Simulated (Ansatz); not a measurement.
Al₂O₃ in space group R3m (No. 160; Pearson symbol hR5), the program Ansatz at the LDA level (PAW). The conduction-band minimum lies at Γ, with 1 equivalent valley. Second derivatives d²E/dk² of the lowest band at one valley (eV·Å²), along Cartesian directions:…

| direction | d²E/dk² |
|---|---|
| [100] | 21.16 |
| [010] | 21.16 |
| [001] | 18.08 |
| [110] | 21.16 |
| [101] | 19.62 |
| [011] | 19.62 |

Find the principal effective masses, the density-of-states mass and the conductivity mass.

Off-diagonal terms follow from H_xy = H[110] − (H_xx + H_yy)/2, and m*/mₑ = 7.620 eV·Å² over each eigenvalue: 0.36, 0.36, 0.42. One valley's DOS mass (m₁m₂m₃)^(1/3) = 0.38, conductivity mass 3/(Σ 1/mᵢ) = 0.38 mₑ.

What effective density of states Nc follows at 300 K for parabolic valleys?

Nc = 2.509e19 × 1 × (0.38)^(3/2) ≈ 5.9e18 cm⁻³.

With the computed static dielectric constant 12.3 (mean of the diagonal), estimate a hydrogenic donor's binding energy and radius.

E = 13.606 eV × 0.38/12.3² ≈ 34 meV; a = 0.529 Å × ε/m* ≈ 17 Å. Semilocal masses tend to be too small where the gap is.

The workflow started from a Materials Project entry (that database holds measured and hypothetical structures alike); the Crystallography Open Database copy checked does not list it. It is not the phase usual at ambient conditions (space group No. 167). The LDA relaxation kept the symmetry of its start; of distortions, only those at the zone centre were tested.

Potentials: the later of the program's two PAW sets.
